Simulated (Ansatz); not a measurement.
ZnBr$_{2}$:
```
CELL_PARAMETERS angstrom
      1.86924     1.07920     6.29080
     -1.86924     1.07920     6.29080
      0.00000    -2.15841     6.29080
ATOMIC_POSITIONS crystal
  Zn 0.00000 0.00000 0.00000
  Br 0.25526 0.25526 0.25526
  Br 0.74474 0.74474 0.74474
```

Relaxed with r²SCAN+D4.

Map the valence electron density (e/Å³), cut off at 0.8 on the plane through (0.000, 0.000, 0.000) spanned by u = [1, 0, 0] and v = [-1, 1, 1] in lattice vectors, from the program Ansatz at the r²SCAN+D4 level (PAW).

x is the fraction of u, y of v (the angle between them is 53°; rows are the nearest grid lines); atoms in the plane: Zn at (0.00, 0.00), Br at (0.51, 0.26), Br at (0.49, 0.74).
```
|9999731111100000000000011111379999|
|9999973222333221100000000000124999|
|9999984334455543210000000000012499|
|3567653345899999963100000000000123|
|1111111234899999999731000000000001|
|0111111123699985799963100000000000|
|0000000011369995128998420000000000|
|0000000000124799999999741000000000|
|0000000000012479999999842100000000|
|0000000000000123689999642100000000|
|0000000000000001123344321100000000|
|0000000000000001111222211000000000|
|0000000001122221111000000000000000|
|0000000011234433211000000000000000|
|0000000012469999863210000000000000|
|0000000012489999999742100000000000|
|0000000001479999999974210000000000|
|0000000000248998215999631100000000|
|0000000000013699975899963211111110|
|1000000000001379999999984321111111|
|3210000000000013699999985433567653|
|9942100000000000123455544334899999|
|9994210000000000011223332223799999|
|9999731111100000000000011111379999|
```
Scale: ten equal steps from 0.006 (start of '0') to 0.800 (end of '9'), in the order '0123456789'; x runs from 0.000 to 1.00, y from 0.000 (bottom) to 1.00 (top).

The density is the valence pseudo-density with augmentation charge, so density and ELF within about 1 Å of a nucleus are not all-electron values.

Space group R-3m. The workflow started from an entry of the Crystallography Open Database (COD), which files this formula under 2 space groups. Whether it is the stable phase at ambient conditions was not checked. The r²SCAN+D4 relaxation kept the symmetry of its start; whether a distortion lowers the energy is not shown.

Potentials: the later of the program's two PAW sets.
